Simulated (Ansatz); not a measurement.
# C (Fd-3m): energy against volume by PBE and RPA

```cif
data_structure
_symmetry_space_group_name_H-M 'P 1'
_symmetry_Int_Tables_number 1
_cell_length_a 2.5222
_cell_length_b 2.5222
_cell_length_c 2.5222
_cell_angle_alpha 60.000
_cell_angle_beta 60.000
_cell_angle_gamma 60.000
_cell_volume 11.35
loop_
_atom_site_label
_atom_site_type_symbol
_atom_site_fract_x
_atom_site_fract_y
_atom_site_fract_z
_atom_site_occupancy
C1 C 0.00000 0.00000 0.00000 1
C2 C 0.25000 0.25000 0.25000 1
```

RPA total energy on PBE orbitals, hard PAW set made for 700 eV (Ansatz); 4×4×4 mesh, wave cutoff 700 eV, correlation extrapolated to infinite response cutoff from cutoffs up to 280 eV, 8 electrons, all correlated, long-wavelength term: neglected.

Energies and volumes of the whole cell, energies counted from the given cell:

```tsv
V/V_given	V (Å³)	PBE (meV)	Hartree-Fock expression on these orbitals (meV)	RPA (meV)
0.92	10.44	130	64	119
0.96	10.89	35	0	28
1.00	11.35	0	0	0
1.04	11.80	16	54	21
1.08	12.25	73	153	86
```

Question: Fit third-order Birch-Murnaghan curves. Where are the minima?

Answer: PBE: V0 = 5.71 Å³ an atom (lattice constants +0.2 % against the given cell), B0 = 433 GPa; Hartree-Fock expression on these orbitals: V0 = 5.56 Å³ an atom (lattice constants -0.7 % against the given cell), B0 = 510 GPa; RPA: V0 = 5.68 Å³ an atom (lattice constants +0.1 % against the given cell), B0 = 445 GPa. The RPA points scatter about the fit by some 0.7 meV, so its minimum and above all its modulus are rough.

This ran on a trial build of the method. The mesh is coarse, so these are values at the stated settings, not converged ones.
